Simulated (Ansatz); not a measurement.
Values for one crystal, relaxed and computed with r²SCAN (plane waves, PAW; program Ansatz); other levels are named.

```yaml
volume_per_atom: 40.10 Å³
electronic_character: metallic (no gap)
Pressure derivative B′: 4.5
Density of states at the Fermi level: 0.66 states/eV per atom (mean over ±0.08 eV)
Elastic constants (relaxed ions, GPa): C11 = 4.6, C12 = 15.5, C44 = -12.2
Bulk modulus (Birch–Murnaghan fit): 11.7 GPa
mechanical_stability: unstable (C has a negative eigenvalue)
```

### Question
Which of these materials gives this?
A) Sn, diamond
B) Pd, diamond
C) Mg, diamond
D) Os, diamond

### Answer
C, Mg, diamond

Space group Fd-3m (diamond). The start of the workflow was typed in or built on a structure type; neither database checked (COD, Materials Project) lists it. It is not the phase usual at ambient conditions (space group No. 194). The r²SCAN relaxation kept the symmetry of its start. As this level gives no gap, shear constants depend on the k-mesh and smearing (Fermi–Dirac, 0.1 eV here).

Potentials: the earlier of the program's two PAW sets.
